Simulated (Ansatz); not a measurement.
La₂WN₄:
Space group I4/mmm (No. 139); a = 3.996 Å, b = 3.996 Å, c = 12.752 Å, α = 90.00°, β = 90.00°, γ = 90.00°

```
atom  site  symmetry       x       y       z
----  ----  --------  ------  ------  ------
W       2a     4/mmm  0.0000  0.0000  0.0000
La      4e       4mm  0.0000  0.0000  0.3548
N       4c      mmm.  0.0000  0.5000  0.0000
N       4e       4mm  0.0000  0.0000  0.1630
```
(The calculation used a cell of 7 atoms; values per cell refer to that cell.)

Relaxed at zero pressure with plane-wave PAW PBE (Ansatz code).

Task: The volume is lowered by 3 % and shape and atoms relax at that volume. What pressure results, and how do the axes share the change?

Result: 6.2 GPa; a -1.0 %, b -1.0 %, c -1.1 %; the energy rises by 8 meV/atom.

Task: Give the new structure.

Result: 
Space group I4/mmm (No. 139); a = b = 3.9575 Å, c = 12.6112 Å, α = β = γ = 90.00°

```json
[
 {"atom": "W", "site": "2a", "symmetry": "4/mmm", "x": "0.0000", "y": "0.0000", "z": "0.0000"},
 {"atom": "La", "site": "4e", "symmetry": "4mm", "x": "0.0000", "y": "0.0000", "z": "0.3547"},
 {"atom": "N", "site": "4c", "symmetry": "mmm.", "x": "0.0000", "y": "0.5000", "z": "0.0000"},
 {"atom": "N", "site": "4e", "symmetry": "4mm", "x": "0.0000", "y": "0.0000", "z": "0.1639"}
]
```

The phase is kept; no other phase was compared at this pressure.

The start of the workflow was typed in or built on a structure type; neither database checked (COD, Materials Project) lists it. Its standing as an ambient phase is unchecked. Symmetry was held in the PBE relaxation; whether a distortion lowers the energy is not shown. The workflow began spin-polarised and lost its moments. The cell computed holds one magnetic atom, so no antiferromagnetic order was within reach. Scalar-relativistic: spin–orbit coupling is off unless named, which matters more the heavier the elements.

Potentials: the earlier of the program's two PAW sets.
